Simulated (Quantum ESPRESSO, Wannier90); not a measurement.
InTe (rock salt), plane waves to Wannier functions

```yaml
crystal:
  lattice:
    - [0.00000, 3.11983, 3.11983]
    - [3.11983, 0.00000, 3.11983]
    - [3.11983, 3.11983, 0.00000]
  atoms:
    - { symbol: In, position: [0.00000, 0.00000, 0.00000] }
    - { symbol: Te, position: [0.50000, 0.50000, 0.50000] }
```

Materials Project entry mp-2597; symmetrised, unrelaxed at this level. COD (Crystallography Open Database) has an entry of this formula and space group (matched by these alone). Computed values, not measurements, from PBEsol: Quantum ESPRESSO (norm-conserving PseudoDojo potentials, cutoff 66 Ry, no spin polarisation, no spin-orbit coupling) on a Γ-centred 8×8×8 mesh, then Wannier90. Density: 8×8×8 mesh, cold smearing 0.01 Ry. Spin-orbit coupling is left out although heavy elements are present.

The plane-wave run has 25 bands and 29 electrons a cell. On the energy scale of pw.x, whose zero is arbitrary, the Fermi level lies at 9.52 eV.

Isolated groups of bands, relative to the Fermi level (bands from 16 on overlap up to the last one computed):

```tsv
bands	from (eV)	to (eV)	filling	weight on atomic waves
1–5	-36.98	-36.98	filled	Te 4d 100 %
6–10	-14.83	-14.61	filled	In 4d 99 %
11	-12.46	-10.83	filled	Te 5s 74 %, In 5p 18 %, In 5s 5 %
12–15	-6.85	1.13	partly filled	Te 5p 56 %, In 5s 22 %, In 5p 18 %
```

Input w.win, without the blocks of cell, atoms and k-points (512 lines):

```
num_bands = 15
num_wann = 8
exclude_bands = 1-10
num_iter = 800
conv_tol = 1.0e-6
conv_window = 4
dis_num_iter = 1000
dis_conv_tol = 1.0e-6
dis_froz_max = 15.02
write_hr = true
write_u_matrices = true
begin projections
In: s;p
Te: s;p
end projections
mp_grid = 8 8 8
```

wannier90.x stops with:
```
dis_windows: More states in the frozen window than target WFs
```
At some k-point more bands lie below dis_froz_max than there are Wannier functions, and every frozen state has to fit into the subspace. Mended as below, all else unchanged, the run goes through (Ω_I = 13.3 Å²) and follows the plane-wave bands to 3.7 meV rms (states up to 1.0 eV relative to the Fermi level).
```
dis_froz_max = 11.02
```
